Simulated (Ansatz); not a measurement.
Given:

BeSe:
```cif
data_BeSe
_chemical_formula_sum 'Se1 Be1'
_space_group_name_H-M_alt 'P 1'
_space_group_IT_number 1
_cell_length_a 3.66118
_cell_length_b 3.66118
_cell_length_c 3.66118
_cell_angle_alpha 60.000
_cell_angle_beta 60.000
_cell_angle_gamma 60.000
loop_
_space_group_symop_operation_xyz
  'x, y, z'
loop_
_atom_site_label
_atom_site_type_symbol
_atom_site_fract_x
_atom_site_fract_y
_atom_site_fract_z
_atom_site_occupancy
Se1 Se 0.75000 0.75000 0.75000 1
Be1 Be 0.00000 0.00000 0.00000 1
```

This is the PBE-relaxed structure.

Problem. All from plane-wave PAW PBE (Ansatz code), unless another level is named. Estimate the electron effective mass.

Solution. 0.27, 0.27, 0.90 mₑ (principal values).

Problem. And the HSE06 gap on the PBE cell?

Solution. 3.51 eV.

Space group F-43m (zinc blende). The PBE relaxation kept the symmetry of its start; phonons on a q-mesh show no instability. Spin–orbit coupling is left out wherever it is not named.

Potentials: the later of the program's two PAW sets.
